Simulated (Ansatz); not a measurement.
Mg3ZnO4 in space group Pm-3m (No. 221; Mg on 3c, Zn on 1a, O on 3d, O on 1b), plane-wave PAW LDA (Ansatz code), all energies at zero smearing, with the estimated change up to a 700 eV cutoff added, with one set of potentials and settings (totals compare only within such a set). Cell of 8 atoms (3 Mg, 1 Zn, 4 O): -11182.036 eV.

| element | reference phase | E (eV/atom) |
|---|---|---|
| Mg | P6_3/mmc, 2 atoms in the cell | -1901.6031 |
| Zn | P6_3/mmc, 2 atoms in the cell | -3246.2618 |
| O | C2/m, 4 atoms in the cell, spin-polarised | -552.6518 |

Formation energy per atom, worked out: (-11182.036 − 3×(-1901.6031) − 1×(-3246.2618) − 4×(-552.6518))/8 = -2.545 eV/atom (-246 kJ per mol of atoms), at 0 K, without zero-point energy or fitted corrections.

The first step of the workflow began from a Materials Project structure, measured or hypothetical; the Crystallography Open Database copy checked does not list it. With Mg and Zn taken as one species the cell has the higher symmetry Fm-3m, so it may be an ordered model of a mixed-site phase. Whether it is the stable phase at ambient conditions was not checked. The cell was relaxed with LDA under the symmetry of its start; phonons on a q-mesh show no instability. The references are the lowest solids computed at this level, not always the standard phases (solids in place of the gases).

Potentials: the later of the program's two PAW sets.
